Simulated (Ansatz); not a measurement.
Relaxed-ion elastic tensor of AlV₂C in space group P6_3/mmc (No. 194; Al on 2c, V on 4f, C on 2a) in GPa (Voigt order), PBEsol (plane waves, PAW; program Ansatz); density 5.01 g/cm³, 11.68 Å³ per atom.

```
 356  82.8   108   0.0   0.0   0.0
82.8   356   108   0.0   0.0   0.0
 108   108   340   0.0   0.0   0.0
 0.0   0.0   0.0   159   0.0   0.0
 0.0   0.0   0.0   0.0   159   0.0
 0.0   0.0   0.0   0.0   0.0   137
```

Question: Is the crystal mechanically stable?

Answer: Yes: the smallest eigenvalue of C is 137 GPa.

Question: Work out the Voigt, Reuss and Hill averages.

Answer: K_V = 184, K_R = 184, K_H = 184; G_V = 141, G_R = 139, G_H = 140 GPa.

Question: Give Young's modulus, Poisson's ratio, Pugh's ratio and the universal anisotropy index.

Answer: E = 9KG/(3K + G) = 335 GPa; ν = 0.20; K/G = 1.31 (brittle by the Pugh limit of 1.75); A_U = 5G_V/G_R + K_V/K_R − 6 = 0.08.

Question: Estimate the sound speeds and the Debye temperature.

Answer: v_l = √((K + 4G/3)/ρ) = 8600 m/s, v_t = √(G/ρ) = 5290 m/s, mean 5840 m/s; Θ = (h/k)(3n/4πV)^(1/3) v_m = 766 K.

Question: Solve the Christoffel equation for the three sound speeds along x, y, z.

Answer: Eigenvalues of C_ijkl n_j n_l equal ρv². In km/s, slowest first: x 5.23, 5.63, 8.44; y 5.23, 5.63, 8.44; z 5.63, 5.63, 8.24.

Question: How much does each axis shrink under pressure?

Answer: Linear compressibilities β_i = Σ_j S_ij (j = 1 to 3): x 1.8, y 1.8, z 1.8 per TPa.

The cell was relaxed with PBEsol under the symmetry of its start; of distortions, only those at the zone centre were tested. The run is not spin-polarised. As this level gives no gap, shear constants depend on the k-mesh and smearing (Fermi–Dirac, 0.1 eV here).

Potentials: the later of the program's two PAW sets.
